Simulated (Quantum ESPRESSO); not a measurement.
AlSi3C3N, input and log of a self-consistent run

A calculation, not a measurement. The program is pw.x of Quantum ESPRESSO 7.5 (plane-wave density functional theory). The cell is made up: 8 atoms on a wurtzite lattice, with randomly drawn elements, strain and displacements, not relaxed. PseudoDojo standard norm-conserving files (v0.5 for PBE, v0.4.1 for LDA and PBEsol) set the functional; there is no spin polarisation, spin-orbit coupling or dispersion term, and the masses in the input are unused placeholders.

Input:

```
&control calculation='scf', pseudo_dir='./dojo.nc.sr.pbe.v0_5.standard.upf', outdir='./o', disk_io='medium', tprnfor=.true., tstress=.true. /
&system ibrav=0, nat=8, ntyp=4, nbnd=22, ecutwfc=84.00895049, nosym=.true., tot_charge=0,
 occupations='smearing', smearing='fd', degauss=0.0018374661
/
&electrons conv_thr=7.350e-09, electron_maxstep=60, /
ATOMIC_SPECIES
Al 1.0 Al.upf
C 1.0 C.upf
N 1.0 N.upf
Si 1.0 Si.upf
CELL_PARAMETERS angstrom
3.0762 0.0002 -0.0016
0.0003 5.2625 0.01
-0.0027 0.0094 4.9808
ATOMIC_POSITIONS angstrom
Al -0.0175 -0.0291 -0.0672
Si 1.4729 2.6902 -0.0402
Si 1.4655 0.9369 2.4907
Si 0.042 3.4761 2.5061
C 0.0048 0.0687 1.845
C 1.4303 2.6136 1.8929
C 1.4913 0.8478 4.3978
N 0.0162 3.4621 4.3423
K_POINTS automatic
6 4 4 1 1 1
```

The log is shortened where brackets say so; the opening notice, blank lines, dates and the lines on written files are dropped, and the path of the files is cut. It prints rydbergs, bohrs and kilobars, and counts compression as positive stress. With no partly filled state, the Fermi energy that it prints is only some level between the filled and the empty states on the mesh, and need not lie in the true gap.

```
     Program PWSCF v.7.5
     Parallel version (MPI & OpenMP), running on       1 processor cores
     Number of MPI processes:                 1
     Threads/MPI process:                     1
     [start-up lines left out]
     bravais-lattice index     =            0
     lattice parameter (alat)  =       5.8132  a.u.
     unit-cell volume          =     544.1275 (a.u.)^3
     number of atoms/cell      =            8
     number of atomic types    =            4
     number of electrons       =        32.00
     number of Kohn-Sham states=           22
     kinetic-energy cutoff     =      84.0090  Ry
     charge density cutoff     =     336.0358  Ry
     scf convergence threshold =      7.3E-09
     mixing beta               =       0.7000
     number of iterations used =            8  plain     mixing
     Exchange-correlation= PBE
                           (   1   4   3   4   0   0   0)
     [axes and pseudopotential details left out]
   Cartesian axes
     site n.     atom                  positions (alat units)
         1        Al     tau(   1) = (  -0.0056888  -0.0094597  -0.0218451  )
         2        Si     tau(   2) = (   0.4788050   0.8745204  -0.0130681  )
         3        Si     tau(   3) = (   0.4763994   0.3045640   0.8096677  )
         4        Si     tau(   4) = (   0.0136532   1.1299979   0.8146738  )
         5        C      tau(   5) = (   0.0015604   0.0223327   0.5997659  )
         6        C      tau(   6) = (   0.4649567   0.8496195   0.6153370  )
         7        C      tau(   7) = (   0.4847864   0.2755997   1.4296208  )
         8        N      tau(   8) = (   0.0052662   1.1254468   1.4115790  )
     number of k points=    48  Fermi-Dirac smearing, width (Ry)=  0.0018
                       cart. coord. in units 2pi/alat
        k(    1) = (   0.0833687   0.0729176   0.0771090), wk =   0.0416667
        k(    2) = (   0.0834490   0.0726242   0.2315126), wk =   0.0416667
     [further k points left out]
     Dense  grid:    56643 G-vectors     FFT dimensions: (  36,  60,  60)
     Estimated max dynamical RAM per process >      66.75 MB
     Initial potential from superposition of free atoms
     starting charge      31.9956, renormalised to      32.0000
     Starting wfcs are   32 randomized atomic wfcs
     total cpu time spent up to now is        9.4 secs
     per-process dynamical memory:    53.5 Mb
     Self-consistent Calculation
     iteration #  1     ecut=    84.01 Ry     beta= 0.70
     Davidson diagonalization with overlap
     ethr =  1.00E-02,  avg # of iterations =  3.3
     total cpu time spent up to now is       24.2 secs
     total energy              =     -86.12589153 Ry
     estimated scf accuracy    <       2.22658535 Ry
     iteration #  2     ecut=    84.01 Ry     beta= 0.70
     Davidson diagonalization with overlap
     ethr =  6.96E-03,  avg # of iterations =  2.2
     total cpu time spent up to now is       37.5 secs
     total energy              =     -86.49119980 Ry
     estimated scf accuracy    <       1.95974306 Ry
     iteration #  3     ecut=    84.01 Ry     beta= 0.70
     Davidson diagonalization with overlap
     ethr =  6.12E-03,  avg # of iterations =  2.0
     total cpu time spent up to now is       46.6 secs
     total energy              =     -86.96772243 Ry
     estimated scf accuracy    <       0.26017866 Ry
     iteration #  4     ecut=    84.01 Ry     beta= 0.70
     Davidson diagonalization with overlap
     ethr =  8.13E-04,  avg # of iterations =  2.1
     total cpu time spent up to now is       57.0 secs
     total energy              =     -86.99112537 Ry
     estimated scf accuracy    <       0.03007873 Ry
     iteration #  5     ecut=    84.01 Ry     beta= 0.70
     Davidson diagonalization with overlap
     ethr =  9.40E-05,  avg # of iterations =  7.6
     total cpu time spent up to now is       71.7 secs
     total energy              =     -86.99748807 Ry
     estimated scf accuracy    <       0.00394198 Ry
     [iterations 6 to 7 left out]
     iteration #  8     ecut=    84.01 Ry     beta= 0.70
     Davidson diagonalization with overlap
     ethr =  2.98E-07,  avg # of iterations =  3.3
     total cpu time spent up to now is      110.6 secs
     total energy              =     -86.99869516 Ry
     estimated scf accuracy    <       0.00000902 Ry
     iteration #  9     ecut=    84.01 Ry     beta= 0.70
     Davidson diagonalization with overlap
     ethr =  2.82E-08,  avg # of iterations =  2.5
     total cpu time spent up to now is      121.3 secs
     total energy              =     -86.99869758 Ry
     estimated scf accuracy    <       0.00000151 Ry
     iteration # 10     ecut=    84.01 Ry     beta= 0.70
     Davidson diagonalization with overlap
     ethr =  4.73E-09,  avg # of iterations =  2.0
     total cpu time spent up to now is      134.3 secs
     total energy              =     -86.99869773 Ry
     estimated scf accuracy    <       0.00000030 Ry
     iteration # 11     ecut=    84.01 Ry     beta= 0.70
     Davidson diagonalization with overlap
     ethr =  9.51E-10,  avg # of iterations =  2.1
     total cpu time spent up to now is      145.8 secs
     total energy              =     -86.99869777 Ry
     estimated scf accuracy    <       0.00000006 Ry
     iteration # 12     ecut=    84.01 Ry     beta= 0.70
     Davidson diagonalization with overlap
     ethr =  1.79E-10,  avg # of iterations =  2.3
     total cpu time spent up to now is      156.0 secs
     End of self-consistent calculation
          k = 0.0834 0.0729 0.0771 (  7072 PWs)   bands (ev):
    -8.2832  -4.2405  -2.0865  -0.4915   0.8952   1.9783   3.2213   3.8261
     4.9021   6.4178   6.8698   7.7870   8.5262   9.1394   9.6006  10.2227
    11.8607  13.4300  14.8667  15.8329  16.3347  16.7388
     [levels at the other k points left out]
     the Fermi energy is    11.0775 ev
!    total energy              =     -86.99869779 Ry
     estimated scf accuracy    <          4.2E-09 Ry
     smearing contrib. (-TS)   =      -0.00000000 Ry
     internal energy E=F+TS    =     -86.99869779 Ry
     The total energy is F=E-TS. E is the sum of the following terms:
     one-electron contribution =      15.92393291 Ry
     hartree contribution      =      12.93218738 Ry
     xc contribution           =     -31.31639724 Ry
     ewald contribution        =     -84.53842084 Ry
     convergence has been achieved in  12 iterations
     Forces acting on atoms (cartesian axes, Ry/au):
     atom    1 type  1   force =    -0.02700026    0.03993772    0.03416376
     atom    2 type  4   force =     0.04603863   -0.17029534    0.04239674
     atom    3 type  4   force =     0.05220322   -0.12368512    0.03267078
     atom    4 type  4   force =    -0.11154357    0.12927131   -0.03948209
     atom    5 type  2   force =    -0.05029633   -0.08752981    0.09107941
     atom    6 type  2   force =     0.11255125    0.07617983   -0.04729515
     atom    7 type  2   force =     0.02746852    0.15500089   -0.09217047
     atom    8 type  3   force =    -0.04942146   -0.01887949   -0.02136298
     Total force =     0.402413     Total SCF correction =     0.000130
     Computing stress (Cartesian axis) and pressure
          total   stress  (Ry/bohr**3)                   (kbar)     P=      140.37
   0.00127753  -0.00017370  -0.00002381          187.93      -25.55       -3.50
  -0.00017370   0.00080186  -0.00007574          -25.55      117.96      -11.14
  -0.00002381  -0.00007574   0.00078328           -3.50      -11.14      115.22
     init_run     :      6.68s CPU      9.20s WALL (       1 calls)
     electrons    :    132.80s CPU    146.66s WALL (       1 calls)
     forces       :      1.57s CPU      1.59s WALL (       1 calls)
     stress       :      9.59s CPU      9.64s WALL (       1 calls)
     [timing details left out]
     PWSCF        :   2m30.86s CPU   2m47.45s WALL
     JOB DONE.
```

In other units: free energy -1183.678 eV for the cell, pressure 14.04 GPa, largest force component 4.378 eV/Å. A rerun of the same cell at another strain at 1437 eV and a 8 x 6 x 6 mesh moved values by no more than 0.002 eV in energy, 0.11 GPa in stress and 0.006 eV/Å in force.